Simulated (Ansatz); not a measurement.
## Ca-43 NMR of the central transition in Ca₄Al₆O₁₃

Cell: a computed structure from the Materials Project (it need not be an observed phase) whose atoms were relaxed with PBE, the cell held.

Space group I-43m (No. 217); a = 8.8041 Å.

```
site  Wyckoff  site symmetry       x       y       z
  Ca       8c            .3m  0.3472  0.6528  0.3472
  Al      12d           -4..  0.0000  0.5000  0.2500
 O11       2a           -43m  0.0000  0.0000  0.0000
 O12      24g            ..m  0.1391  0.4078  0.1391
```

One atom of each set is listed; the run and its k-mesh use a cell of 23 atoms with edges of 7.62, 7.62, 7.62 Å.

The numbers come from a DFT calculation in Ansatz (PBE, plane waves and PAW, scalar-relativistic, 420 eV cutoff, Γ-centred 4×4×4 k-points, Fermi–Dirac smearing 0.02 eV).

Ca-43 has I = 7/2 and Q = -40.80 mb (Pyykkö 2018); at 7.05 T its Larmor frequency is ν₀ = 20.2 MHz. Only the quadrupole interaction is simulated: positions count from each site's isotropic chemical shift, and J coupling is left out, as are shift anisotropy and dipolar coupling, which fast spinning averages.

Simulated pattern of one Ca site (fast magic-angle spinning, Gaussian broadening 0.1 kHz):

| offset (kHz) | height |
| --- | --- |
| -4.805 | 0 |
| -4.692 | 0 |
| -4.580 | 3 |
| -4.467 | 4 |
| -4.354 | 4 |
| -4.241 | 4 |
| -4.128 | 5 |
| -4.015 | 5 |
| -3.902 | 5 |
| -3.789 | 5 |
| -3.677 | 5 |
| -3.564 | 5 |
| -3.451 | 5 |
| -3.338 | 5 |
| -3.225 | 6 |
| -3.112 | 6 |
| -2.999 | 8 |
| -2.887 | 68 |
| -2.774 | 69 |
| -2.661 | 47 |
| -2.548 | 40 |
| -2.435 | 36 |
| -2.322 | 34 |
| -2.209 | 32 |
| -2.096 | 32 |
| -1.984 | 31 |
| -1.871 | 31 |
| -1.758 | 31 |
| -1.645 | 32 |
| -1.532 | 33 |
| -1.419 | 34 |
| -1.306 | 36 |
| -1.193 | 38 |
| -1.081 | 42 |
| -0.968 | 49 |
| -0.855 | 61 |
| -0.742 | 100 |
| -0.629 | 66 |
| -0.516 | 1 |
| -0.403 | 0 |

(1) Which |C_Q| and η does the pattern imply?

Answers

(1) The pattern spans 3.95 kHz before broadening and its centre of gravity is at -1.84 kHz, which fixes P_Q; the places of the horns and steps fix η. That gives P_Q = 3.82 MHz, |C_Q| = 3.82 MHz and η = 0.00. The sign of C_Q can't be read from the pattern.

An axis of threefold or higher order runs through Ca, so V_zz lies along it and η is zero.
